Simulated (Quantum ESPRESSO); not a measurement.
TaHf2TiO7N, input and log of a self-consistent run

Computed values, not a measurement. The program is pw.x of Quantum ESPRESSO 7.5 (plane-wave density functional theory). The cell is made up: 12 atoms on a fluorite lattice, with randomly drawn elements, strain and displacements, not relaxed. PseudoDojo standard norm-conserving files (v0.5 for PBE, v0.4.1 for LDA and PBEsol) set the functional; there is no spin polarisation, spin-orbit coupling or dispersion term, and the masses in the input are unused placeholders.

The hafnium pseudopotential is less sure than the others, with forces about 3 percent (worst 6) and pressure in oxides about 1.5 GPa (worst 2.7) from a second method in checks, which no rerun with the same files tests.

Input:

```
&control calculation='scf', pseudo_dir='./dojo.nc.sr.pbe.v0_5.standard.upf', outdir='./o', disk_io='low', tprnfor=.true., tstress=.true. /
&system ibrav=0, nat=12, ntyp=5, nbnd=54, ecutwfc=105.61755193, nosym=.true., tot_charge=0,
 occupations='smearing', smearing='fd', degauss=0.0018374661
/
&electrons conv_thr=7.350e-09, electron_maxstep=60, /
ATOMIC_SPECIES
Hf 1.0 Hf.upf
N 1.0 N.upf
O 1.0 O.upf
Ta 1.0 Ta.upf
Ti 1.0 Ti.upf
CELL_PARAMETERS angstrom
4.9927 0.0 0.0
0.0 4.9927 0.0
0.0 0.0 4.9927
ATOMIC_POSITIONS angstrom
Ta -0.0503 0.0584 -0.0662
Hf 0.0651 2.509 2.5124
Hf 2.4764 0.0514 2.4979
Ti 2.4827 2.604 0.0214
O 1.181 1.227 1.2104
O 1.2114 1.2794 3.7329
O 1.2012 3.7635 1.2487
O 1.2719 3.7666 3.7945
O 3.7331 1.2644 1.2485
O 3.7846 1.2063 3.7571
O 3.7256 3.6921 1.2904
N 3.6676 3.7793 3.6589
K_POINTS automatic
7 7 7 1 1 1
```

The log is shortened where brackets say so; the opening notice, blank lines, dates and the lines on written files are dropped, and the path of the files is cut. It prints rydbergs, bohrs and kilobars, and counts compression as positive stress. With no partly filled state, the Fermi energy that it prints is only some level between the filled and the empty states on the mesh, and need not lie in the true gap.

```
     Program PWSCF v.7.5
     Parallel version (MPI & OpenMP), running on       4 processor cores
     Number of MPI processes:                 4
     Threads/MPI process:                     1
     [start-up lines left out]
     bravais-lattice index     =            0
     lattice parameter (alat)  =       9.4348  a.u.
     unit-cell volume          =     839.8525 (a.u.)^3
     number of atoms/cell      =           12
     number of atomic types    =            5
     number of electrons       =        96.00
     number of Kohn-Sham states=           54
     kinetic-energy cutoff     =     105.6176  Ry
     charge density cutoff     =     422.4702  Ry
     scf convergence threshold =      7.3E-09
     mixing beta               =       0.7000
     number of iterations used =            8  plain     mixing
     Exchange-correlation= PBE
                           (   1   4   3   4   0   0   0)
     [axes and pseudopotential details left out]
   Cartesian axes
     site n.     atom                  positions (alat units)
         1        Ta     tau(   1) = (  -0.0100747   0.0116971  -0.0132594  )
         2        Hf     tau(   2) = (   0.0130390   0.5025337   0.5032147  )
         3        Hf     tau(   3) = (   0.4960042   0.0102950   0.5003105  )
         4        Ti     tau(   4) = (   0.4972660   0.5215615   0.0042863  )
         5        O      tau(   5) = (   0.2365454   0.2457588   0.2424340  )
         6        O      tau(   6) = (   0.2426342   0.2562541   0.7476716  )
         7        O      tau(   7) = (   0.2405913   0.7538005   0.2501052  )
         8        O      tau(   8) = (   0.2547519   0.7544215   0.7600096  )
         9        O      tau(   9) = (   0.7477117   0.2532497   0.2500651  )
        10        O      tau(  10) = (   0.7580267   0.2416128   0.7525187  )
        11        O      tau(  11) = (   0.7462095   0.7394997   0.2584573  )
        12        N      tau(  12) = (   0.7345925   0.7569652   0.7328500  )
     number of k points=   172  Fermi-Dirac smearing, width (Ry)=  0.0018
     Number of k-points >= 100: set verbosity='high' to print them.
     Dense  grid:   123065 G-vectors     FFT dimensions: (  64,  64,  64)
     Estimated max dynamical RAM per process >     763.57 MB
     Estimated total dynamical RAM >       2.89 GB
     Initial potential from superposition of free atoms
     starting charge      95.9938, renormalised to      96.0000
     Starting wfcs are   72 randomized atomic wfcs
     total cpu time spent up to now is       35.1 secs
     per-process dynamical memory:   677.3 Mb
     Self-consistent Calculation
     iteration #  1     ecut=   105.62 Ry     beta= 0.70
     Davidson diagonalization with overlap
     ethr =  1.00E-02,  avg # of iterations =  2.0
     total cpu time spent up to now is      105.5 secs
     total energy              =    -725.24317510 Ry
     estimated scf accuracy    <       5.51543896 Ry
     iteration #  2     ecut=   105.62 Ry     beta= 0.70
     Davidson diagonalization with overlap
     ethr =  5.75E-03,  avg # of iterations =  6.2
     total cpu time spent up to now is      225.9 secs
     total energy              =    -720.17653312 Ry
     estimated scf accuracy    <      52.51627288 Ry
     iteration #  3     ecut=   105.62 Ry     beta= 0.70
     Davidson diagonalization with overlap
     ethr =  5.75E-03,  avg # of iterations =  6.9
     total cpu time spent up to now is      326.2 secs
     total energy              =    -727.82405513 Ry
     estimated scf accuracy    <       3.31937234 Ry
     iteration #  4     ecut=   105.62 Ry     beta= 0.70
     Davidson diagonalization with overlap
     ethr =  3.46E-03,  avg # of iterations =  2.3
     total cpu time spent up to now is      407.8 secs
     total energy              =    -728.11151414 Ry
     estimated scf accuracy    <       0.91246841 Ry
     iteration #  5     ecut=   105.62 Ry     beta= 0.70
     Davidson diagonalization with overlap
     ethr =  9.50E-04,  avg # of iterations =  5.1
     total cpu time spent up to now is      491.2 secs
     total energy              =    -728.02530973 Ry
     estimated scf accuracy    <       0.53451256 Ry
     [iterations 6 to 12 left out]
     iteration # 13     ecut=   105.62 Ry     beta= 0.70
     Davidson diagonalization with overlap
     ethr =  3.22E-08,  avg # of iterations =  2.0
     total cpu time spent up to now is     1262.6 secs
     total energy              =    -728.10832857 Ry
     estimated scf accuracy    <       0.00001332 Ry
     iteration # 14     ecut=   105.62 Ry     beta= 0.70
     Davidson diagonalization with overlap
     ethr =  1.39E-08,  avg # of iterations =  4.7
     total cpu time spent up to now is     1338.8 secs
     total energy              =    -728.10833027 Ry
     estimated scf accuracy    <       0.00000055 Ry
     iteration # 15     ecut=   105.62 Ry     beta= 0.70
     Davidson diagonalization with overlap
     ethr =  5.76E-10,  avg # of iterations =  5.7
     total cpu time spent up to now is     1432.8 secs
     total energy              =    -728.10833066 Ry
     estimated scf accuracy    <       0.00000015 Ry
     iteration # 16     ecut=   105.62 Ry     beta= 0.70
     Davidson diagonalization with overlap
     ethr =  1.52E-10,  avg # of iterations =  4.3
     total cpu time spent up to now is     1497.6 secs
     total energy              =    -728.10833065 Ry
     estimated scf accuracy    <       0.00000006 Ry
     iteration # 17     ecut=   105.62 Ry     beta= 0.70
     Davidson diagonalization with overlap
     ethr =  6.32E-11,  avg # of iterations =  3.5
     total cpu time spent up to now is     1562.4 secs
     End of self-consistent calculation
     Number of k-points >= 100: set verbosity='high' to print the bands.
     the Fermi energy is    13.9060 ev
!    total energy              =    -728.10833066 Ry
     estimated scf accuracy    <          4.9E-09 Ry
     smearing contrib. (-TS)   =      -0.00000000 Ry
     internal energy E=F+TS    =    -728.10833066 Ry
     The total energy is F=E-TS. E is the sum of the following terms:
     one-electron contribution =    -122.33619387 Ry
     hartree contribution      =     118.81965603 Ry
     xc contribution           =    -169.23973117 Ry
     ewald contribution        =    -555.35206165 Ry
     convergence has been achieved in  17 iterations
     Forces acting on atoms (cartesian axes, Ry/au):
     atom    1 type  4   force =    -0.05644780   -0.05257237   -0.02010589
     atom    2 type  1   force =    -0.06148699    0.03149671    0.00158098
     atom    3 type  1   force =     0.02906489   -0.03207191   -0.00259251
     atom    4 type  5   force =     0.06341090    0.06498149   -0.02158151
     atom    5 type  3   force =     0.00950435    0.00622020   -0.02900192
     atom    6 type  3   force =     0.02512742   -0.02183342    0.03393273
     atom    7 type  3   force =     0.02180519   -0.00778259   -0.02240222
     atom    8 type  3   force =    -0.04154848    0.01029322    0.02748572
     atom    9 type  3   force =    -0.00844126   -0.02213163   -0.03054417
     atom   10 type  3   force =    -0.01111115    0.03130441    0.02758944
     atom   11 type  3   force =    -0.01297148    0.02930691   -0.08404491
     atom   12 type  2   force =     0.04309441   -0.03721103    0.11968426
     Total force =     0.239979     Total SCF correction =     0.000182
     Computing stress (Cartesian axis) and pressure
          total   stress  (Ry/bohr**3)                   (kbar)     P=       35.64
   0.00027110  -0.00024865   0.00011601           39.88      -36.58       17.07
  -0.00024865   0.00026813  -0.00015688          -36.58       39.44      -23.08
   0.00011601  -0.00015688   0.00018752           17.07      -23.08       27.58
     init_run     :     32.47s CPU     33.72s WALL (       1 calls)
     electrons    :   1517.07s CPU   1527.32s WALL (       1 calls)
     forces       :     11.42s CPU     11.49s WALL (       1 calls)
     stress       :     42.48s CPU     43.65s WALL (       1 calls)
     [timing details left out]
     PWSCF        :  26m45.16s CPU  26m58.12s WALL
     JOB DONE.
```

In other units: free energy -9906.419 eV for the cell, pressure 3.56 GPa, largest force component 3.077 eV/Å. This run is the check on a run of the same cell at a cutoff of 1143 eV and k mesh 5 x 5 x 5: rerunning at a cutoff of 1437 eV and k mesh 7 x 7 x 7 moved values by no more than 0.003 eV in energy, 0.04 GPa in stress and 0.003 eV/Å in force.